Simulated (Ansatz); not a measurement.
## Turned bonded groups in HgH4C4N2Cl2

Computed with Ansatz 0.2.0, DFT PBE+D3(BJ), scalar-relativistic, plane waves, PAW.

Plane waves to 420 eV, a k mesh through Γ of 4×4×6 on the computed 13-atom cell and Gaussian smearing (0.02 eV); no spin polarisation for the host; each changed cell takes a mesh and smearing chosen by its own gap and starts from the host's moments or customary ones, or runs without spin. Cells and atoms are relaxed to the nearest stationary point that keeps the symmetry of their start (forces under 0.02 to 0.04 eV/Å, stress under 0.1 to 0.2 GPa); energies are at zero smearing, without zero-point or thermal terms.

First relaxed cell:

```yaml
crystal:
  lattice:
    - [5.83496, -3.85741, -0.17999]
    - [5.83496, 3.85741, -0.17999]
    - [-0.18054, 0.00000, 3.86311]
  atoms:
    - { symbol: Hg, position: [0.50000, 0.50000, 0.50000] }
    - { symbol: H, position: [0.32355, 0.99485, 0.29366] }
    - { symbol: H, position: [0.00515, 0.67645, 0.70634] }
    - { symbol: H, position: [0.67645, 0.00515, 0.70634] }
    - { symbol: H, position: [0.99485, 0.32355, 0.29366] }
    - { symbol: C, position: [0.17871, 0.99806, 0.38737] }
    - { symbol: C, position: [0.00194, 0.82129, 0.61263] }
    - { symbol: C, position: [0.82129, 0.00194, 0.61263] }
    - { symbol: C, position: [0.99806, 0.17871, 0.38737] }
    - { symbol: N, position: [0.17907, 0.82093, 0.50000] }
    - { symbol: N, position: [0.82093, 0.17907, 0.50000] }
    - { symbol: Cl, position: [0.66129, 0.66129, 0.06387] }
    - { symbol: Cl, position: [0.33871, 0.33871, 0.93613] }
```

After turning one bonded group (molecular ion or hydroxyl) at random and relaxing again (A):

```xyz
13
Lattice="5.8234 -3.8716 -0.1919 5.8079 3.8478 -0.1859 -0.1857 0.0034 3.8664" Properties=species:S:1:pos:R:3 pbc="T T T"
Hg    5.7228   -0.0102    1.7443
H     1.7986    1.2726    1.0762
H    -1.9887    1.2649    2.7950
H    -1.9844   -1.2692    2.7903
H     1.8030   -1.2615    1.0714
C     0.9569    0.7003    1.4660
C    -1.1451    0.6969    2.4031
C    -1.1426   -0.6969    2.4005
C     0.9594   -0.6935    1.4633
N    -0.0946    1.3832    1.9356
N    -0.0911   -1.3798    1.9308
Cl    7.6808   -0.0095    0.0144
Cl    3.7648   -0.0109    3.4742
```

Question: Give the energy and gap of these cells against the first.

Answer:
| cell | ΔE (meV/atom) | space group | gap on mesh (eV) |
| --- | --- | --- | --- |
| first | 0.0 | C2/m | 2.33 |
| A | 0.0 | C2/m | 2.33 |

Spin-orbit coupling is left out.

Cost: 3 runs of about 19 core-minutes in all, on Arm Neoverse N1 (shared hosts).